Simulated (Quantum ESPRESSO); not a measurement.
Band energies of BP

```
BP
1.0
    3.17991     0.00000     0.00000
   -1.58996     2.75388     0.00000
    0.00000     0.00000     5.27414
B P
2 2
Direct
  0.66667   0.33333   0.50043
  0.33333   0.66667   0.00043
  0.66667   0.33333   0.87457
  0.33333   0.66667   0.37457
```

PBEsol (Quantum ESPRESSO, PseudoDojo norm-conserving, 76 Ry, scalar-relativistic); path ΓMKΓALHA,LM,KH; energies in eV from the valence-band maximum.

| k (1/Å) | point | band 4 | band 5 | band 6 | band 7 | band 8 | band 9 | band 10 | band 11 |
|---|---|---|---|---|---|---|---|---|---|
| 0.00 | Γ | -2.15 | -2.15 | -0.45 | 0.00 | 0.00 | 2.69 | 2.69 | 3.16 |
| 0.46 |  | -5.13 | -3.21 | -2.61 | -1.42 | -0.95 | 2.06 | 3.80 | 4.05 |
| 0.91 |  | -7.01 | -6.29 | -4.28 | -3.68 | -1.96 | 1.20 | 3.77 | 4.45 |
| 1.14 | M | -7.34 | -6.53 | -4.42 | -4.35 | -2.10 | 1.05 | 3.66 | 4.40 |
| 1.36 |  | -7.25 | -6.47 | -5.23 | -4.37 | -2.88 | 2.30 | 2.52 | 5.18 |
| 1.80 | K | -7.42 | -7.42 | -5.13 | -5.13 | -4.90 | 0.83 | 7.34 | 7.34 |
| 2.20 |  | -6.67 | -6.40 | -5.50 | -3.62 | -3.37 | 1.97 | 4.94 | 5.55 |
| 2.61 |  | -5.30 | -3.94 | -2.80 | -1.51 | -1.49 | 3.16 | 3.21 | 4.05 |
| 3.12 | Γ | -2.15 | -2.15 | -0.45 | 0.00 | 0.00 | 2.69 | 2.69 | 3.16 |
| 3.59 |  | -4.11 | -1.60 | -1.60 | -0.99 | -0.99 | 3.52 | 3.69 | 3.69 |
| 3.71 | A | -5.32 | -1.31 | -1.31 | -1.31 | -1.31 | 3.66 | 3.66 | 4.11 |
| 4.02 |  | -5.19 | -2.87 | -2.87 | -1.88 | -1.88 | 3.30 | 3.30 | 5.11 |
| 4.44 |  | -6.93 | -3.94 | -3.94 | -3.04 | -3.04 | 2.19 | 2.19 | 4.34 |
| 4.85 | L | -9.15 | -3.51 | -3.51 | -3.38 | -3.38 | 2.07 | 2.07 | 2.60 |
| 5.29 |  | -8.85 | -5.96 | -5.96 | -2.99 | -2.99 | 2.92 | 2.92 | 5.01 |
| 5.51 | H | -8.80 | -6.62 | -6.62 | -2.90 | -2.90 | 3.08 | 3.08 | 4.75 |
| 5.79 |  | -8.23 | -5.88 | -5.88 | -3.14 | -3.14 | 3.14 | 3.14 | 5.29 |
| 6.17 |  | -6.08 | -4.05 | -4.05 | -3.70 | -3.70 | 3.77 | 3.77 | 4.94 |
| 6.55 |  | -5.20 | -2.61 | -2.61 | -1.87 | -1.87 | 3.68 | 3.68 | 4.32 |
| 6.83 | A | -5.32 | -1.31 | -1.31 | -1.31 | -1.31 | 3.66 | 3.66 | 4.11 |
| 6.83 | L | -9.15 | -3.51 | -3.51 | -3.38 | -3.38 | 2.07 | 2.07 | 2.60 |
| 7.23 |  | -7.77 | -5.85 | -4.31 | -3.84 | -2.34 | 1.17 | 3.02 | 4.01 |
| 7.42 | M | -7.34 | -6.53 | -4.42 | -4.35 | -2.10 | 1.05 | 3.66 | 4.40 |
| 7.42 | K | -7.42 | -7.42 | -5.13 | -5.13 | -4.90 | 0.83 | 7.34 | 7.34 |
| 7.52 |  | -7.55 | -7.55 | -4.99 | -4.95 | -4.95 | 0.98 | 6.69 | 6.69 |
| 8.02 | H | -8.80 | -6.62 | -6.62 | -2.90 | -2.90 | 3.08 | 3.08 | 4.75 |

The PBEsol gap is indirect, 0.83 eV, from Γ to K; the smallest direct gap is 2.69 eV.

Geometry relaxed with PBEsol.

This is not the ordinary phase of the substance; no match was found in the copy of COD used, and its stability was not checked.
